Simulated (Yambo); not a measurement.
Cs3CoF6 (space group Fm-3m, No. 225), G0W0@PBEsol in Yambo with this input:

```
rim_cut
gw0
dyson
el_el_corr
HF_and_locXC
ppa
em1d
RandQpts= 1000000
RandGvec= 1 Ry
EXXRLvcs= 96 Ry
VXCRLvcs= 384 Ry
Chimod= "HARTREE"
% BndsRnXp
 5 | 372 |
%
NGsBlkXp= 8 Ry
% LongDrXp
 1.0 | 1.0 | 1.0 |
%
PPAPntXp= 27.2114 eV
% GbndRnge
 1 | 372 |
%
GTermKind= "BG"
DysSolver= "n"
ExtendOut
```

On a 2×2×2 mesh, with wavefunctions cut at 96 Ry, the gap (X → Γ) is 4.655 eV and the valence edge shifts by -1.140 eV.

Problem. What happens with this change: pole fitted at 55 eV?

Solution. The gap rises by 0.168 eV, to 4.823 eV; the shift of the valence edge becomes -1.243 eV. Neither run is shown to be the converged limit.

Geometry of the Materials Project entry, not relaxed at this level; primitive cell a = 6.5421 Å, b = 6.5421 Å, c = 6.5421 Å, α = 60.00°, β = 60.00°, γ = 60.00°.

The structure is a Materials Project entry; no match was found in the copy of COD used, and its stability was not checked.

The runs are not spin-polarised; magnetic order was not tried.

A shift is the quasiparticle energy of the state minus its PBEsol energy.
